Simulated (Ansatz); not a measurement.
Sr2FeH6:
Space group Fm-3m (No. 225); a = 7.261 Å, b = 7.261 Å, c = 7.261 Å, α = 90.00°, β = 90.00°, γ = 90.00°

```tsv
atom	site	symmetry	x	y	z
Sr	8c	-43m	0.2500	0.2500	0.2500
Fe	4a	m-3m	0.0000	0.0000	0.0000
H	24e	4m.m	0.0000	0.0000	0.2189
```
(The calculation used a cell of 9 atoms; values per cell refer to that cell.)

Relaxed with LDA.

### Question
Which orbitals make up the states near the band edges in DFT-LDA in the program Ansatz with PAW potentials?

### Answer
Top 1 eV of the valence band: Fe 3d 91 %, outside the projected shells 5 %. Bottom 1 eV of the conduction band: Fe 3d 43 %, H 1s 25 %, outside the projected shells 31 %. Projections are on Löwdin-orthogonalised atomic valence shells; empty p or d shells of many metals are not among them.

### Question
Tabulate the density of states.

### Answer
States/eV per cell of 9 atoms, in 0.25 eV bins, energy from the valence-band maximum.

```csv
E (eV),total,H 1s,Fe 3d,Sr 5s
-7.40,0.00,0.00,0.00,0.00
-7.15,0.15,0.07,0.00,0.05
-6.90,0.36,0.16,0.00,0.10
-6.65,0.54,0.25,0.00,0.13
-6.40,0.77,0.37,0.00,0.16
-6.15,1.18,0.61,0.00,0.18
-5.90,2.21,1.21,0.00,0.22
-5.65,2.80,1.64,0.01,0.10
-5.40,0.00,0.00,0.00,0.00
-5.15,0.00,0.00,0.00,0.00
-4.90,0.00,0.00,0.00,0.00
-4.65,0.00,0.00,0.00,0.00
-4.40,0.06,0.04,0.01,0.01
-4.15,5.39,3.31,1.36,0.42
-3.90,2.46,1.59,0.47,0.23
-3.65,5.70,3.08,2.08,0.33
-3.40,9.90,5.43,3.54,0.54
-3.15,2.08,1.49,0.34,0.14
-2.90,5.03,4.22,0.09,0.34
-2.65,4.00,3.50,0.05,0.12
-2.40,5.30,4.79,0.07,0.01
-2.15,0.09,0.08,0.00,0.00
-1.90,0.00,0.00,0.00,0.00
-1.65,0.00,0.00,0.00,0.00
-1.40,0.00,0.00,0.00,0.00
-1.15,0.00,0.00,0.00,0.00
-0.90,0.00,0.00,0.00,0.00
-0.65,0.09,0.00,0.07,0.01
-0.40,3.20,0.08,2.71,0.24
-0.15,19.99,0.15,18.43,0.26
0.10,0.72,0.00,0.68,0.00
0.35,0.00,0.00,0.00,0.00
0.60,0.00,0.00,0.00,0.00
0.85,0.00,0.00,0.00,0.00
1.10,0.20,0.05,0.10,0.00
1.35,1.72,0.42,0.80,0.00
1.60,1.78,0.45,0.76,0.01
1.85,1.48,0.38,0.60,0.01
2.10,1.35,0.36,0.53,0.00
2.35,2.16,0.56,0.82,0.00
2.60,5.05,1.25,1.63,0.01
2.85,2.23,0.46,0.51,0.01
3.10,0.44,0.03,0.08,0.12
3.35,2.77,0.20,0.31,0.39
3.60,3.38,0.20,0.28,0.33
3.85,3.52,0.15,0.20,0.28
4.10,2.13,0.08,0.11,0.22
4.35,3.22,0.10,0.12,0.35
4.60,4.20,0.12,0.16,0.45
4.85,3.94,0.13,0.16,0.56
5.10,3.71,0.15,0.16,0.54
5.35,4.69,0.26,0.22,0.49
5.60,4.26,0.20,0.18,0.38
5.85,5.03,0.16,0.19,0.33
```

The first step of the workflow began from a Materials Project structure, measured or hypothetical; the Crystallography Open Database copy checked does not list it. Whether it is the stable phase at ambient conditions was not checked. The LDA relaxation kept the symmetry of its start; phonons on a q-mesh show no instability. No spin polarisation was allowed. Scalar-relativistic: spin–orbit coupling is off unless named, which matters more the heavier the elements.

Potentials: the later of the program's two PAW sets.
